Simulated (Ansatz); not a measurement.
TiAl3 (D022 type, space group I4/mmm)

```
TiAl3
1.0
   -1.91209     1.91209     4.28030
    1.91209    -1.91209     4.28030
    1.91209     1.91209    -4.28030
Al Ti
3 1
Direct
  0.50000   0.50000   0.00000
  0.75000   0.25000   0.50000
  0.25000   0.75000   0.50000
  0.00000   0.00000   0.00000
```

The slice is a (100) plane (indices of the conventional cell) through the point (0.500, 0.500, 0.000) (fractional), spanned by u = [101] and v = [110] in vectors of this cell: u (3.82 Å) and v (8.56 Å, at 90° to u). It covers one period; positions are fractions (u, v).

These are r2SCAN (plane waves to 500 eV, PAW, scalar-relativistic; Ansatz, a program for electronic structure) values and carry that method's errors. k mesh 17×17×17. Near the nuclei the fields are pseudised (PAW); where an atom keeps semicore shells as valence, they peak there. TiAl3 is run without spin polarisation. TiAl3 was relaxed with its symmetry unable to fall.

Three fields on this plane, each scaled to ten steps between its own extremes (0 low, 9 high; the total valence density on a logarithmic scale, the potential cut 8 eV below its top; x marks points blanked near nuclei; v = 0 in the bottom row):

Map A
```
|xxxx7532357xxx|
|xxxx6543456xxx|
|xxx666555666xx|
|23456666666543|
|11346xxxxx6431|
|0024xxxxxxx420|
|0025xxxxxxx520|
|1135xxxxxxx531|
|2346xxxxxxx643|
|3346xxxxxxx643|
|44567xxxxx7654|
|98655666665568|
|xxx754555457xx|
|xxxx4333334xxx|
|xxxx6222226xxx|
|xxxx6222226xxx|
|xxxx6222226xxx|
|xxxx4333334xxx|
|xxx754555457xx|
|98655666665568|
|44567xxxxx7654|
|3346xxxxxxx643|
|2346xxxxxxx643|
|1135xxxxxxx531|
|0025xxxxxxx520|
|0024xxxxxxx420|
|11346xxxxx6431|
|23456666666543|
|xxx666555666xx|
|xxxx6543456xxx|
|xxxx7532357xxx|
|xxxx7532357xxx|
```

Map B
```
|xxxx9876789xxx|
|xxxx9987899xxx|
|xxx999989999xx|
|34689999999864|
|23568xxxxx8653|
|2246xxxxxxx642|
|3356xxxxxxx653|
|4567xxxxxxx765|
|6678xxxxxxx876|
|5678xxxxxxx876|
|23578xxxxx8753|
|00136899986310|
|xxx036888630xx|
|xxxx0367630xxx|
|xxxx0256520xxx|
|xxxx0145410xxx|
|xxxx0256520xxx|
|xxxx0367630xxx|
|xxx036888630xx|
|00136899986310|
|23578xxxxx8753|
|5678xxxxxxx876|
|6678xxxxxxx876|
|4567xxxxxxx765|
|3356xxxxxxx653|
|2246xxxxxxx642|
|23568xxxxx8653|
|34689999999864|
|xxx999989999xx|
|xxxx9987899xxx|
|xxxx9876789xxx|
|xxxx9865689xxx|
```

Map C
```
|xxxx2799972xxx|
|xxxx4799974xxx|
|xxx267777762xx|
|00355420245530|
|56652xxxxx2566|
|8874xxxxxxx478|
|9972xxxxxxx279|
|9971xxxxxxx179|
|9972xxxxxxx279|
|9874xxxxxxx478|
|66652xxxxx2566|
|00245310135420|
|xxx156777651xx|
|xxxx3789873xxx|
|xxxx0699960xxx|
|xxxx0699960xxx|
|xxxx0699960xxx|
|xxxx3789873xxx|
|xxx156777651xx|
|00245310135420|
|66652xxxxx2566|
|9874xxxxxxx478|
|9972xxxxxxx279|
|9971xxxxxxx179|
|9972xxxxxxx279|
|8874xxxxxxx478|
|56652xxxxx2566|
|00355420245530|
|xxx267777762xx|
|xxxx4799974xxx|
|xxxx2799972xxx|
|xxxx1799971xxx|
```

Q: Assign the maps to these fields: electron localisation function (ELF); valence electron density; electrostatic potential energy of an electron, from the cell's mean.

A: A is the valence electron density; B is the electron localisation function (ELF); C is the electrostatic potential energy of an electron, from the cell's mean.
